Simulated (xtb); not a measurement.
xtb single point, GFN2-xTB, ALPB implicit dimethyl sulfoxide, on bicarbonate, CHO3 (SMILES O=C([O-])O), charge -1, multiplicity 1.

```
xtb m.xyz --gfn 2 --chrg -1 --uhf 0 --norestart --sp --alpb dmso

5

O     -0.786196     0.972707    -0.000079
C      0.478159     0.249062    -0.000033
O      0.342954    -0.972707    -0.000015
O      1.465589     0.963458     0.000051
H     -1.465589     0.288152     0.000079
```

Output:

```

          ...................................................
          :                      SETUP                      :
          :.................................................:
          :  # basis functions                  17          :
          :  # atomic orbitals                  17          :
          :  # shells                            9          :
          :  # electrons                        24          :
          :  max. iterations                   250          :
          :  Hamiltonian                  GFN2-xTB          :
          :  restarted?                      false          :
          :  GBSA solvation                   true          :
          :  PC potential                    false          :
          :  electronic temp.          300.0000000     K    :
          :  accuracy                    1.0000000          :
          :  -> integral cutoff          0.2500000E+02      :
          :  -> integral neglect         0.1000000E-07      :
          :  -> SCF convergence          0.1000000E-05 Eh   :
          :  -> wf. convergence          0.1000000E-03 e    :
          :  Broyden damping             0.4000000          :
          :  net charge                         -1          :
          :  unpaired electrons                  0          :
          ...................................................

 iter      E             dE          RMSdq      gap      omega  full diag
   1    -15.2526011 -0.152526E+02  0.690E+00    7.47       0.0  T
   2    -15.2898417 -0.372405E-01  0.331E+00    6.32       1.0  T
   3    -15.2907970 -0.955346E-03  0.170E+00    6.64       1.0  T
   4    -15.2920693 -0.127224E-02  0.188E-01    6.41       1.0  T
   5    -15.2921068 -0.375645E-04  0.852E-02    6.47       1.0  T
   6    -15.2921181 -0.112716E-04  0.513E-02    6.44       1.0  T
   7    -15.2921284 -0.103155E-04  0.834E-03    6.45       5.4  T
   8    -15.2921285 -0.873907E-07  0.305E-03    6.45      14.7  T
   9    -15.2921285 -0.340763E-07  0.355E-04    6.45     126.1  T
  10    -15.2921285 -0.258009E-09  0.666E-05    6.45     671.9  T

   *** convergence criteria satisfied after 10 iterations ***

         #    Occupation            Energy/Eh            Energy/eV
      -------------------------------------------------------------
         1        2.0000           -0.6661150             -18.1259
       ...           ...                  ...                  ...
         6        2.0000           -0.5108531             -13.9010
         7        2.0000           -0.5045497             -13.7295
         8        2.0000           -0.4550666             -12.3830
         9        2.0000           -0.4150660             -11.2945
        10        2.0000           -0.3806949             -10.3592
        11        2.0000           -0.3700053             -10.0684
        12        2.0000           -0.3663020              -9.9676 (HOMO)
        13                         -0.1292336              -3.5166 (LUMO)
        14                          0.1112362               3.0269
        15                          0.1986019               5.4042
        16                          0.4551032              12.3840
        17                          0.7646290              20.8066
      -------------------------------------------------------------
                  HL-Gap            0.2370684 Eh            6.4510 eV
             Fermi-level           -0.2477678 Eh           -6.7421 eV


         :::::::::::::::::::::::::::::::::::::::::::::::::::::
         ::                     SUMMARY                     ::
         :::::::::::::::::::::::::::::::::::::::::::::::::::::
         :: total energy             -15.205942040389 Eh    ::
         :: total w/o Gsasa/hb       -15.196190500133 Eh    ::
         :: gradient norm              0.021354138446 Eh/a0 ::
         :: HOMO-LUMO gap              6.450960136173 eV    ::
         ::.................................................::
         :: SCC energy               -15.292128487998 Eh    ::
         :: -> isotropic ES            0.245839186778 Eh    ::
         :: -> anisotropic ES         -0.007037133879 Eh    ::
         :: -> anisotropic XC         -0.005392108836 Eh    ::
         :: -> dispersion             -0.001945757263 Eh    ::
         :: -> Gsolv                  -0.102815739226 Eh    ::
         ::    -> Gelec               -0.093064198969 Eh    ::
         ::    -> Gsasa               -0.012379210927 Eh    ::
         ::    -> Ghb                 -0.004567023378 Eh    ::
         ::    -> Gshift               0.007194694049 Eh    ::
         :: repulsion energy           0.086186447608 Eh    ::
         :: add. restraining           0.000000000000 Eh    ::
         :: total charge              -1.000000000000 e     ::
         :::::::::::::::::::::::::::::::::::::::::::::::::::::

           -------------------------------------------------
          |                Property Printout                |
           -------------------------------------------------

    * Orbital Energies and Occupations

         #    Occupation            Energy/Eh            Energy/eV
      -------------------------------------------------------------
         1        2.0000           -0.6661150             -18.1259
         2        2.0000           -0.6519234             -17.7397
         3        2.0000           -0.6454057             -17.5624
         4        2.0000           -0.5663850             -15.4121
         5        2.0000           -0.5231322             -14.2352
         6        2.0000           -0.5108531             -13.9010
         7        2.0000           -0.5045497             -13.7295
         8        2.0000           -0.4550666             -12.3830
         9        2.0000           -0.4150660             -11.2945
        10        2.0000           -0.3806949             -10.3592
        11        2.0000           -0.3700053             -10.0684
        12        2.0000           -0.3663020              -9.9676 (HOMO)
        13                         -0.1292336              -3.5166 (LUMO)
        14                          0.1112362               3.0269
        15                          0.1986019               5.4042
        16                          0.4551032              12.3840
        17                          0.7646290              20.8066
      -------------------------------------------------------------
                  HL-Gap            0.2370684 Eh            6.4510 eV
             Fermi-level           -0.2477678 Eh           -6.7421 eV

     #   Z          covCN         q      C6AA      α(0)
     1   8 O        1.649    -0.575    24.577     6.692
     2   6 C        2.555     0.474    19.174     7.157
     3   8 O        0.856    -0.628    26.817     6.943
     4   8 O        0.856    -0.600    26.109     6.851
     5   1 H        0.805     0.329     0.640     1.256

 Mol. C6AA /au·bohr⁶  :        414.712033
 Mol. C8AA /au·bohr⁸  :       8935.392024
 Mol. α(0) /au        :         28.899770

Wiberg/Mayer (AO) data.
largest (>0.10) Wiberg bond orders for each atom

 ---------------------------------------------------------------------------
     #   Z sym  total        # sym  WBO       # sym  WBO       # sym  WBO
 ---------------------------------------------------------------------------
     1   8 O    1.959 --     2 C    0.882     5 H    0.879     3 O    0.102
     2   6 C    3.925 --     4 O    1.540     3 O    1.504     1 O    0.882
     3   8 O    1.814 --     2 C    1.504     4 O    0.204     1 O    0.102
     4   8 O    1.850 --     2 C    1.540     3 O    0.204
     5   1 H    0.892 --     1 O    0.879
 ---------------------------------------------------------------------------


molecular dipole:
                 x           y           z       tot (Debye)
 q only:       -1.696      -0.592       0.000
   full:       -1.884      -0.657       0.000       5.073
molecular quadrupole (traceless):
                xx          xy          yy          xz          yz          zz
 q only:       -0.297      -1.499      -4.239      -0.001       0.000       4.536
  q+dip:       -0.489      -1.608      -5.521      -0.001       0.000       6.009
   full:       -0.526      -1.619      -5.786      -0.001       0.000       6.312

           -------------------------------------------------
          | TOTAL ENERGY              -15.205942040389 Eh   |
          | GRADIENT NORM               0.021354138446 Eh/α |
          | HOMO-LUMO GAP               6.450960136173 eV   |
           -------------------------------------------------
```

The total energy is -413.77 eV, -2.75 eV from the same level's vacuum run.
